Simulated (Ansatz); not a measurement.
Free-standing chains of the atoms of Mg, named by their start (strip: triangular double chain, ladder: square double chain); atoms and period are relaxed, and energies count from relaxed bulk Mg (Im-3m, not its usual structure, 22.51 Å³/atom, gap on the mesh 0.00 eV).

Theory: Ansatz, DFT r2SCAN, scalar-relativistic, plane waves, PAW.

Cutoff 500 eV; k points 1×1×13 on the computed 2-atom cell (Γ-centred); Gaussian smearing, width 0.05 eV; collinear spin from starting moments 0.5 0.5 μB.

Start (zigzag chain):

```
Mg
1.0
    10.20000    0.00000    0.00000
     0.00000    9.30000    0.00000
     0.00000    0.00000    4.99109
Mg
2
Direct
  0.43883 0.50000 0.00000
  0.56117 0.50000 0.50000
```

Relax it.

The free energy falls by 190 meV/atom.

| Quantity | Value |
| --- | --- |
| excess energy (eV per host atom) | 1.384 |
| period (Å) | 6.118 |
| gap on the mesh (eV) | 0.29 |
| size of the moment (μB per cell) | 0.00 |

Relaxed structure:
```
CELL_PARAMETERS angstrom
10.20000 0.00000 0.00000
0.00000 9.30000 0.00000
0.00000 0.00000 6.11775
ATOMIC_POSITIONS crystal
Mg 0.50022 0.50000 0.00000
Mg 0.49978 0.50000 0.50000
```

An odd mesh misses points on the zone edge, so a gap read on it can be too wide.

Each run keeps its start's symmetry and one magnetic start, so lower states can exist.

It took 9.8 min on 2 threads of Intel(R) Xeon(R) Platinum 8488C (Sapphire Rapids) (shared host), peak memory 1.7 GiB.